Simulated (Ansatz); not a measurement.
YGe$_{2}$Rh$_{2}$:
```xyz
5
Lattice="-2.0530 2.0530 5.1571 2.0530 -2.0530 5.1571 2.0530 2.0530 -5.1571" Properties=species:S:1:pos:R:3 pbc="T T T"
Y      0.0000     0.0000     0.0000
Ge     0.0000     0.0000     3.8996
Ge     0.0000     0.0000     6.4146
Rh     0.0000     2.0530     2.5786
Rh     2.0530     0.0000     2.5786
```

Relaxed with r²SCAN.

**Question.** Map the valence electron density (e/Å³), cut off at 3 on the plane through (0.000, 0.000, 0.000) spanned by u = [1, 1, 0] and v = [1, 0, 1] in lattice vectors, from plane-wave PAW r²SCAN (Ansatz code).

**Answer.** x is the fraction of u, y of v (the angle between them is 90°; rows are the nearest grid lines); atoms in the plane: Y at (0.00, 0.00), Ge at (0.38, 0.00), Ge at (0.62, 0.00), Rh at (0.25, 0.50), Rh at (0.75, 0.50).
```
|9994100000002999993113999992000000014999|
|9994100000001899992112999981000000014999|
|9973000000001499961111699941000000003799|
|9741000000001247521001257421000000001479|
|4320000000011122210000122211100000000234|
|1100000001111111100000011111111000000011|
|0000000013432110000000000112343100000000|
|0000000149994210000000000124999410000000|
|0000001399999310000000000139999931000000|
|0000001599999510000000000159999951000000|
|0000001799999710000000000179999971000000|
|0000001799999710000000000179999971000000|
|0000001599999510000000000159999951000000|
|0000001399999310000000000139999931000000|
|0000000149994210000000000124999410000000|
|0000000013432110000000000112343100000000|
|1100000001111111100000011111111000000011|
|4320000000011122210000122211100000000234|
|9741000000001247521001257421000000001479|
|9973000000001499961111699941000000003799|
|9994100000001899992112999981000000014999|
|9994100000002999993113999992000000014999|
```
Scale: ten equal steps from 0.072 (start of '0') to 3.00 (end of '9'), in the order '0123456789'; x runs from 0.000 to 1.00, y from 0.000 (bottom) to 1.00 (top).

The density is the valence pseudo-density with augmentation charge, so density and ELF within about 1 Å of a nucleus are not all-electron values.

Space group I4/mmm. The workflow started from an entry of the Crystallography Open Database (COD). Its standing as an ambient phase is unchecked. Symmetry was held in the r²SCAN relaxation; its stability against distortions is not shown here. The run is not spin-polarised.

Potentials: the later of the program's two PAW sets.
